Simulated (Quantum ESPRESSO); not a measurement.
# Strain and stress in Cu3Ir2Pd2Zn

All numbers below are calculated, not measured. They come from Quantum ESPRESSO 7.5, a public plane-wave density functional program. Each row is one single-point run on a made-up periodic cell of eight metal atoms, with elements, volume, strain and displacements drawn at random and not relaxed, so a cell may be unstable or far from any real phase. There is no spin polarisation or spin-orbit coupling.

Settings: PBE unless stated; PseudoDojo standard norm-conserving files; Fermi-Dirac width 0.25 eV, which means electrons at about 2900 K; cutoff 1252 eV; 9 x 4 x 4 k mesh shifted half a step off Gamma. E is the free energy of the whole cell (internal energy minus TS), so a -TS column is already part of it. Stress is positive in tension, and the pressure P is minus a third of its trace.

Checks: one run of this series was repeated at a higher cutoff and on a denser mesh, which moved values by no more than 0.025 eV, 0.08 GPa and 0.005 eV/Å, and a second program with other atomic files agreed on it to 2 % rms in force and 0.5 GPa in pressure. Known limits: the copper pseudopotential is less sure than most, with forces differing by about three percent and pressure by about two GPa from a second method on plain copper; heavy elements are run without spin-orbit coupling, which real alloys of them have; a spin test at this wide smearing found no moment, but such smearing suppresses magnetism that the real alloy may have.

The lattice is face-centred cubic, and the cell vectors in Å are (0.011, 1.920, 1.918); (-3.726, 3.823, -3.839); (-3.979, -3.971, 3.944), a volume of 115.11 Å³ in run 5. The elements on sites 1 to 8 are Zn Ir Ir Cu Pd Cu Pd Cu. Each run adds a shear e (the xy component of the symmetric strain tensor) to one drawn cell, with the atoms carried along. E is counted from run 5.

```
run,e (%),s_xx (GPa),s_yy (GPa),s_zz (GPa),s_xy (GPa),P (GPa),E (meV)
1,-2.01,-0.64,3.77,1.48,-1.22,-1.54,-22.1
2,-1.74,?,?,?,?,?,?
3,-1.48,-0.56,3.83,1.49,-0.29,-1.58,-27.7
4,-0.37,-0.62,3.71,1.53,1.66,-1.54,-16.7
5,0.17,-0.76,3.53,1.56,2.61,-1.44,0.0
6,1.09,-1.16,3.04,1.63,4.27,-1.17,45.2
7,1.88,-1.67,2.43,1.70,5.72,-0.82,102.0
```

## Worked fit

A parabola through the runs shown gives s_xy = 2.31 + 1.784 e + 0.014 e² GPa with e in per cent, an error of 0.002 on the linear term and a scatter of 0.01 GPa. The atoms are clamped and the cell is already under stress, so the slope belongs to this path and is not an elastic constant of a real alloy.

## Withheld run

Question: what s_xy should run 2 give?

The fit gives -0.75 ± 0.01 GPa. The calculation gave -0.75 GPa.
